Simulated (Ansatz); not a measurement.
SrVHO₂ in space group P4/mmm (No. 123; Sr on 1d, V on 1a, O on 2f, H on 1b) at seven volumes, r²SCAN (plane waves, PAW; program Ansatz), shape and atoms relaxed at each. One row is withheld.

```
V (Å³/atom)  P (GPa)
-----------  -------
10.332         15.60
10.673          9.56
11.014             ?
11.354          0.00
11.695         -3.75
12.036         -6.95
12.376         -9.66
```

Question: Fit the shown pressures and predict the withheld one.

Answer: Third-order Birch–Murnaghan: P = (3/2)B₀(x^(7/2) − x^(5/2))[1 + (3/4)(B′ − 4)(x − 1)] with x = (V₀/V)^(2/3). Least squares on the six rows gives V₀ = 11.354 Å³/atom, B₀ = 135.0 GPa, B′ = 4.30. At V = 11.014, x = 1.0205 and P = 4.38 GPa. The run itself gave 4.40 GPa.

The start of the workflow was typed in or built on a structure type; neither database checked (COD, Materials Project) lists it. Whether it is the stable phase at ambient conditions was not checked. The cell was relaxed with r²SCAN under the symmetry of its start; its stability against distortions is not shown here. Spin order of the final state: ferromagnetic, the only order run, not a proven ground state. The cell computed holds one magnetic atom, so no antiferromagnetic order was within reach. Other orbital occupations within this spin state were not tried. No Hubbard U is applied.

Potentials: the later of the program's two PAW sets.
